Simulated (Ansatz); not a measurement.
TePb (rock salt, space group No. 225), r²SCAN (plane waves, PAW; program Ansatz). The conduction-band minimum lies at L, with 4 equivalent valleys. Second derivatives d²E/dk² of the lowest band at one valley (eV·Å²), along Cartesian directions:

```tsv
direction	d²E/dk²
[100]	50.06
[010]	50.06
[001]	50.06
[110]	36.46
[101]	64.98
[011]	64.98
```

Find the principal effective masses, the density-of-states mass and the conductivity mass.

Off-diagonal terms follow from H_xy = H[110] − (H_xx + H_yy)/2, and m*/mₑ = 7.620 eV·Å² over each eigenvalue: 0.12, 0.12, 0.36. One valley's DOS mass (m₁m₂m₃)^(1/3) = 0.17, conductivity mass 3/(Σ 1/mᵢ) = 0.15 mₑ.

What effective density of states Nc follows at 300 K for parabolic valleys?

Nc = 2.509e19 × 4 × (0.17)^(3/2) ≈ 7.0e18 cm⁻³.

Space group Fm-3m (rock salt). The r²SCAN relaxation kept the symmetry of its start. The volume moved by -30 % from the start of the relaxation. Spin–orbit coupling is left out wherever it is not named.

Potentials: the later of the program's two PAW sets.

Edges and masses are those of Kohn–Sham bands, whose gap is no quasiparticle gap.
